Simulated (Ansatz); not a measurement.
V3Ge (A15 (Cr3Si type), Pm-3n), a = b = c = 4.7049 Å, α = β = γ = 90.00°.

Relaxed with PBEsol.

Q: Which orbitals make up the states near the Fermi level in DFT-PBEsol in the program Ansatz with PAW potentials?

A: Within 0.5 eV of the Fermi level: V 3d 88 %. Projections are on Löwdin-orthogonalised atomic valence shells; empty p or d shells of many metals are not among them.

Q: Tabulate the density of states.

A: States/eV per cell of 8 atoms, in 0.25 eV bins, energy from the Fermi level.

```tsv
E (eV)	total	V 3d	Ge 4p	V 4s
-7.85	0.00	0.00	0.00	0.00
-7.60	0.00	0.00	0.00	0.00
-7.35	0.00	0.00	0.00	0.00
-7.10	0.00	0.00	0.00	0.00
-6.85	0.00	0.00	0.00	0.00
-6.60	0.00	0.00	0.00	0.00
-6.35	0.00	0.00	0.00	0.00
-6.10	0.00	0.00	0.00	0.00
-5.85	0.00	0.00	0.00	0.00
-5.60	0.05	0.01	0.03	0.02
-5.35	0.77	0.14	0.37	0.22
-5.10	2.70	0.51	1.29	0.74
-4.85	5.88	1.38	2.70	1.39
-4.60	3.57	1.02	1.57	0.74
-4.35	1.64	0.54	0.72	0.28
-4.10	1.75	0.55	0.82	0.30
-3.85	3.30	1.15	1.57	0.47
-3.60	6.65	2.89	2.90	0.69
-3.35	5.03	2.39	2.08	0.44
-3.10	5.51	2.90	2.27	0.24
-2.85	6.51	3.31	2.90	0.15
-2.60	4.45	2.52	1.72	0.12
-2.35	2.90	2.27	0.33	0.24
-2.10	4.73	3.84	0.32	0.43
-1.85	11.42	9.38	0.81	0.69
-1.60	10.82	9.39	0.56	0.43
-1.35	9.02	8.16	0.38	0.27
-1.10	6.34	5.71	0.22	0.25
-0.85	7.19	6.51	0.18	0.28
-0.60	9.23	8.01	0.44	0.26
-0.35	12.86	11.24	0.61	0.36
-0.10	16.19	14.00	0.73	0.66
0.15	5.98	5.62	0.10	0.06
0.40	2.43	2.28	0.05	0.01
0.65	4.07	3.80	0.11	0.02
0.90	5.27	4.91	0.16	0.03
1.15	5.68	5.30	0.17	0.06
1.40	6.10	5.67	0.17	0.10
1.65	7.17	6.66	0.18	0.12
1.90	11.01	10.37	0.28	0.11
2.15	13.63	12.90	0.31	0.15
2.40	15.60	14.51	0.45	0.28
2.65	14.05	12.72	0.40	0.43
```

The workflow started from a Materials Project entry (that database holds measured and hypothetical structures alike); the Crystallography Open Database files this formula in space group No. 223, but the cells were not matched. Its standing as an ambient phase is unchecked. Symmetry was held in the PBEsol relaxation; whether a distortion lowers the energy is not shown. The workflow began spin-polarised and lost its moments. Scalar-relativistic: spin–orbit coupling is off unless named, which matters more the heavier the elements.

Potentials: the later of the program's two PAW sets.
